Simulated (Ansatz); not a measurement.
BiRh: stiffness from a series of strains

```
CELL_PARAMETERS angstrom
4.09400 0.00000 0.00000
-2.04700 3.54551 0.00000
0.00000 0.00000 5.66300
ATOMIC_POSITIONS crystal
Bi 0.33333 0.66667 0.25000
Bi 0.66667 0.33333 0.75000
Rh 0.00000 0.00000 0.00000
Rh 0.00000 0.00000 0.50000
```

Atom numbers follow the list: Bi1, Bi2, Rh3, Rh4.

The geometry is COD entry 9008914, unchecked; take it as a test cell.

Spin–orbit coupling is left out, though it moves levels of the heavy atoms by tenths of an eV or more.

Theory: Ansatz 0.2.0, DFT, LDA, all-electron LAPW, scalar-relativistic.

Sampling and basis: a Γ-centred 12×12×7 k mesh, Fermi–Dirac smearing of 0.03 eV, basis error target 1 meV/atom, no spin polarisation.

The strain is applied along the Cartesian axes of the cell as listed (the other components stay zero). Fractional coordinates are held (clamped ions).

σ is the change of stress from the unstrained cell, which is at -2.70 GPa; tension is positive, so slopes are stress–strain coefficients at that pressure. In a metal the k mesh adds noise.

Only quantities that a quadratic follows smoothly over the whole series are listed; rougher ones are left out.

```
εxx = εyy  σzz (GPa)  σxx (GPa)
  -0.0200      -4.21      -6.43
   0.0000       0.00       0.00
   0.0100       1.71       2.70
   0.0200       3.20       5.09
```

**Question.** Fit the series and read off the stiffness at zero strain.

**Answer.** Least-squares fits y = p0 + p1 x + p2 x² to the rows give σzz (GPa): p1 = 185, p2 = -1200; σxx (GPa): p1 = 288, p2 = -1700. So C13 + C23 = 185 GPa and C11 + C12 = 288 GPa, for these axes.

**Question.** One run, at εxx = εyy = -0.0100, is withheld. Predict its row.

**Answer.** The fits give -1.98, -3.05; the run gave -1.96, -3.04.
